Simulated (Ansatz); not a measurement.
input.yaml (Ansatz)

```yaml
crystal:
  lattice:
    - [4.7824335642, 0.0, 0.0]
    - [-2.3912167821, 4.1417089585, 0.0]
    - [0.0, 0.0, 7.8859862605]
  atoms:
    - { symbol: Rb, position: [0.3333333333, 0.6666666667, 0.25] }
    - { symbol: Rb, position: [0.6666666667, 0.3333333333, 0.75] }
hamiltonian:
  xc: lda
  pseudopotentials:
    kind: paw
    azcp:
      Rb: "pseudopotentials/Rb.paw.azcp"
basis:
  ecutwfc: 420
  fft_grid_basis: typed
kpoints:
  mp_grid: { grid: [13, 13, 7], shift: [0, 0, 0] }
magnetization:
  spin_polarized: false
scf:
  occupations: { method: fermi_dirac, width: 0.1 }
```

and its output:

```
Warning: the record states the generating functional pbe (its physics header spells it `PBE`), which answers neither for hamiltonian.xc's functional nor for the lda family's — results may be inconsistent (PPs are generated against a specific XC)
Engine: ansatz 0.2.0, aarch64-unknown-linux-gnu
Pseudopotentials: kind: paw
Pseudopotential: Rb, paw, valence charge 9, recommended cutoff 420 eV (normal) 
Functional definition: SPW92
  exchange = slater_x
  correlation = pw_c
Crystal: 2 atoms, lattice volume = 156.201 Å³
Basis set: ecut = 420 eV, 3021 PW (Γ)
Bands: 13, of which v1, the nominal top of the filled ones, is band 9 counted from 1 (8 counted from 0)
Symmetry: 24 space group operations
Space group: P63/mmc (ITA 194), of the structure as read, at distance tolerance 5.4e-5 Å
k-points: 84 of 1183
Non-local potential: Rb, projectors of the file, l = 0: 3, l = 1: 2, l = 2: 2
PAW form: soft (Blöchl's): semilocal exchange-correlation on the pseudo side does not see the compensation charge
PAW frozen core: Rb, regenerated for the run's functional, and the local potential with it (the file was generated under x = pbe(κ = 0.804, μ = 0.2195149727645171), c = pbe(β = 0.06672455060314922))
PAW one-centre angular grid: Rb, 110 points (default); XC on 64 Gauss nodes
Initial density: superposition of atomic densities (neutral atoms: chi_scale 0, normalization atom), corrected by the library's trained network
Initial wavefunctions: pseudopotential atomic-orbital guess
Functional: x = slater, c = lda
SCF iter   1: F=—  HF=-6341.544609 eV  |F-HF|=—  |Δ(HF+E_count)|=         —  Δρ=2.75e-3  dr2=4.70e-3  ethr=1.77e-3  ⟨swp⟩=7.2  Hψ=7175  notcnv=0
SCF iter   2: F=—  HF=-6341.543857 eV  |F-HF|=—  |Δ(HF+E_count)|=   7.52e-4  Δρ=1.41e-3  dr2=1.33e-3  ethr=2.61e-5  ⟨swp⟩=2.0  Hψ=2259  notcnv=0
SCF iter   3: F=—  HF=-6341.543806 eV  |F-HF|=—  |Δ(HF+E_count)|=   5.03e-5  Δρ=1.69e-4  dr2=6.79e-5  ethr=7.39e-6  ⟨swp⟩=2.5  Hψ=1905  notcnv=0
SCF iter   4: F=—  HF=-6341.543830 eV  |F-HF|=—  |Δ(HF+E_count)|=   2.32e-5  Δρ=1.02e-4  dr2=1.60e-5  ethr=3.77e-7  ⟨swp⟩=2.0  Hψ=1860  notcnv=0
SCF iter   5: F=—  HF=-6341.543830 eV  |F-HF|=—  |Δ(HF+E_count)|=   6.14e-7  Δρ=3.92e-5  dr2=3.68e-6  ethr=8.88e-8  ⟨swp⟩=2.0  Hψ=1641  notcnv=0
SCF iter   6: F=—  HF=-6341.543830 eV  |F-HF|=—  |Δ(HF+E_count)|=   1.77e-7  Δρ=6.17e-6  dr2=1.23e-7  ethr=2.05e-8  ⟨swp⟩=2.8  Hψ=1703  notcnv=0
SCF iter   7: F=-6341.543830 eV  HF=-6341.543830 eV  |F-HF|=3.35e-9  |Δ(HF+E_count)|=   2.63e-8  Δρ=1.19e-6  dr2=4.36e-9  ethr=5.56e-10  ⟨swp⟩=2.0  Hψ=2189  notcnv=0
SCF 1 converged in 7 iterations: F = -6341.543830 eV  dr2 = 4.36e-9
SCF converged after 7 iterations
Free energy (F): -6341.543830 eV
Harris-Foulkes:  -6341.543830 eV  (|F-HF|=3.35e-9)
Internal energy: -6341.486085 eV  (E = F + TS)
E sigma→0 (E₀):  -6341.514958 eV
Entropy (-TS):   -0.057745 eV (-28.872 meV/atom)
Fermi energy:    2.391980 eV
--- Per-component energies (eV) ---
  E_band       = -228.002170
  E_kinetic    = 382.362486
  E_local      = -1362.151720  (includes V_loc(G=0)·N_el)
  E_nonlocal   = 356.105539
  E_hartree    = 372.201321
  E_xc         = -255.136307
  E_vxc        = -268.857293  (∫ρ·V_xc dr)
  E_paw        = -5047.329617  (= ΣΔE_a)
  E_vpaw       = -79.863933  (= ΣTr[D̂ρ^β])
  E_aug_tail   = -0.000003  (compensation charges beyond the density's cutoff)
  E_ewald      = -788.080302
  E_core_change = 0.542518  (= ΣΔE_core)
  E_smearing   = -0.057745  (= −TS)
  E_closure    = -0.000000  (closes the sum)
  Σ components = -6341.543830   (vs F -6341.543830, Δ=0.00e0)
```
